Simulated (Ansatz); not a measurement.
## Moving the Hubbard U on Ru d in Li2RuN2

```cif
data_structure
_symmetry_space_group_name_H-M 'P-3m1'
_symmetry_Int_Tables_number 164
_cell_length_a 3.1642
_cell_length_b 3.1642
_cell_length_c 5.2115
_cell_angle_alpha 90.000
_cell_angle_beta 90.000
_cell_angle_gamma 120.000
_cell_volume 45.19
loop_
_atom_site_label
_atom_site_type_symbol
_atom_site_symmetry_multiplicity
_atom_site_Wyckoff_symbol
_atom_site_fract_x
_atom_site_fract_y
_atom_site_fract_z
_atom_site_occupancy
Ru1 Ru 1 a 0.00000 0.00000 0.00000 1
N1 N 2 d 0.33333 0.66667 0.21301 1
Li1 Li 2 d 0.33333 0.66667 0.63982 1
```

The cell comes from a database or a generator and needn't be the stable form of this composition.

Kept alike: task projected density of states; functional PBE; k mesh 10 × 10 × 5; occupations fermi-dirac, width 0.05 eV; no spin polarisation. Program: Ansatz, Ansatz PAW, cutoff 420 eV. The mesh is that of the run's cell of 5 atoms. No spin-orbit coupling.

| Hubbard U on Ru d, U (eV) | pressure (GPa) |
| --- | --- |
| 0 | -2.70 |
| 1 | -2.76 |
| 2 | -2.73 |
| 3 | -2.57 |
| 4 | -2.24 |
| 5 | -1.68 |
| 6 | -0.82 |
| 8 | 1.98 |

Pressure is positive in compression, with a Pulay correction for the finite cutoff. U acts here on a shell without spin polarisation. For a metal such a mesh leaves the last digits unconverged. How U acts hangs on the program's projectors. U is the effective U - J on orthogonalised atomic projectors. Double counting: fully localised limit (the default).

The pressure runs from -2.76 (1) to 1.98 GPa (8).
